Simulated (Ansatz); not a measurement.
# An elastic constant from a strain scan in Ta$_{3}$Ru$_{2}$

Theory: DFT PBEsol, scalar-relativistic, plane waves, PAW (Ansatz 0.2.0). Settings: plane waves to 420 eV, k-mesh 12×12×4 (Γ-centred), Gaussian smearing 0.15 eV. Spin–orbit coupling is left out, which can shift energies with elements as heavy as these. No spin polarisation. Energies are free energies at this smearing, counted from the undisturbed cell; pressure is positive in compression.

Reference structure (relaxed at this level; it needn't be the usual structure):

```
Ta Ru
1.0
     3.18895    0.00000    0.00000
     0.00000    3.18895    0.00000
     0.00000    0.00000   15.63590
Ta Ru
6 4
Cartesian
  0.0000 0.0000 13.9974
  0.0000 0.0000 1.6385
  0.0000 0.0000 4.7651
  0.0000 0.0000 7.8180
  0.0000 0.0000 10.8708
  1.5945 1.5945 0.0000
  1.5945 1.5945 3.2643
  1.5945 1.5945 6.2949
  1.5945 1.5945 9.3410
  1.5945 1.5945 12.3716
```

The cell is strained by ε times the Voigt pattern (0, 0, 0, 1, 0, 0) (xx, yy, zz, yz, xz, xy; engineering shear) with fractional coordinates fixed. The cell holds 10 atoms in V0 = 159.01 Å³. The stress column is τ = (1/V0) dE/dε, got from the stress tensor σ (compression positive) at each point as −det(1 + εP) σ : P(1 + εP)⁻¹, with P the pattern as a tensor.

| ε | ΔE (meV/atom) | τ (GPa) |
| --- | --- | --- |
| -0.0875 | 35.014 | -8.082 |
| -0.0750 | 25.720 | -6.906 |
| -0.0625 | 17.871 | -5.749 |
| -0.0500 | 11.451 | -4.602 |
| -0.0250 | 2.873 | -2.311 |
| 0.0000 | 0.000 | 0.000 |
| 0.0250 | 2.873 | 2.311 |
| 0.0500 | 11.451 | 4.602 |
| 0.0625 | 17.871 | 5.749 |
| 0.0750 | 25.720 | 6.906 |
| 0.0875 | 35.014 | 8.082 |
| 0.1000 | ? | ? |

Task: Which combination of elastic constants does this scan measure, and how large is it?

Result: For small ε, τ = τ0 + Kε with K = pᵀCp, which for this pattern is C44 in the Cartesian frame shown. The parabola through τ at ε = -0.0250, 0 and 0.0250 has slope K = 92 GPa at zero. The energies per cell, E = NΔE, of the same two points give K = 2[E(ε₊)/ε₊ − E(ε₋)/ε₋]/[(ε₊ − ε₋)V0] = 93 GPa, in agreement. These are clamped-ion values.

Task: Predict the withheld row at ε = 0.1000 from the harmonic law, and compare.

Result: ΔE = V0(τ0 ε + Kε²/2)/N = 45.877 meV/atom and τ = 9.25 GPa. The calculation gives 45.784 meV/atom and 9.28 GPa, a miss of 0.2 % of the harmonic energy, so the harmonic law still holds here.

Forces appear on the atoms along this scan, and letting them relax would lower the energy and soften the response. In a metal these slopes depend on the k mesh and the smearing.